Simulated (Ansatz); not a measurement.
Cd$_{2}$TeS:
```
CELL_PARAMETERS angstrom
      4.39306     0.00000     0.00000
     -2.19653     3.80451     0.00000
      0.00000     0.00000     7.20292
ATOMIC_POSITIONS crystal
  Cd 0.66667 0.33333 0.47280
  Cd 0.00000 0.00000 0.02474
  Te 0.00000 0.00000 0.63042
  S  0.66667 0.33333 0.12004
```

Plane-wave PAW r²SCAN (Ansatz code) gives a gap of 0.48 eV without spin–orbit coupling, maximum at Γ, minimum at Γ.

What happens when spin–orbit coupling is switched on?

The gap decreases by 0.25 eV, to 0.23 eV; maximum at Γ, minimum at Γ.

Give the hole effective mass with spin–orbit coupling.

0.11, 0.11, 3.3 mₑ (principal values).

Space group P3m1. The workflow started from a Materials Project entry (that database holds measured and hypothetical structures alike); the Crystallography Open Database copy checked does not list it. Whether it is the stable phase at ambient conditions was not checked. Symmetry was held in the r²SCAN relaxation; of distortions, only those at the zone centre were tested.

Potentials: the later of the program's two PAW sets.
